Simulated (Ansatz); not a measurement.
Values for one crystal, relaxed and computed with DFT-HSE06 in the program Ansatz with PAW potentials; other levels are named.

Volume per atom: 5.81 Å³
Band gap: 5.81 eV (indirect)
Pressure derivative B′: 3.6
Conduction-band minimum: at X (3 equivalent valleys)
Bulk modulus (Birch–Murnaghan fit): 404 GPa
Valence-band maximum: at Γ
Smallest direct gap on the standard path: 10.65 eV

Problem. Which of these materials gives this?
A) BN, zinc blende
B) Na2S, anti-fluorite
C) AlN, rock salt
D) BeTe, wurtzite

Solution. A, BN, zinc blende

Space group F-43m (zinc blende). The cell was relaxed with HSE06 under the symmetry of its start. The hybrid was solved on a coarse mesh, the path and, where they were found, the r²SCAN edge points; its band edges are the extreme levels among these.

Potentials: the later of the program's two PAW sets.
